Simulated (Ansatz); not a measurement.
Be (diamond, Fd-3m) under volume change, PBEsol (plane waves, PAW; program Ansatz), scaled uniformly.

```csv
V (Å³/atom),E − E(relaxed) (meV/atom),P (GPa)
13.183,___,___
13.617,8.1,3.11
14.052,1.9,1.46
14.486,0.0,0.00
14.921,1.8,-1.28
15.356,6.8,-2.40
15.790,___,___
```

What belongs in the gaps?


- 13.183, E − E(relaxed) (meV/atom): 19.0
- 13.183, P (GPa): 5.00
- 15.790, E − E(relaxed) (meV/atom): 14.7
- 15.790, P (GPa): -3.39

What does a third-order Birch–Murnaghan fit give for V₀, B₀ and B′?

V₀ = 14.49 Å³/atom, B₀ = 45.4 GPa, B′ = 3.3.

The start of the workflow was typed in or built on a structure type; neither database checked (COD, Materials Project) lists it. It is not the phase usual at ambient conditions (space group No. 194). The PBEsol relaxation kept the symmetry of its start. At this level the phase is mechanically unstable.

Potentials: the later of the program's two PAW sets.
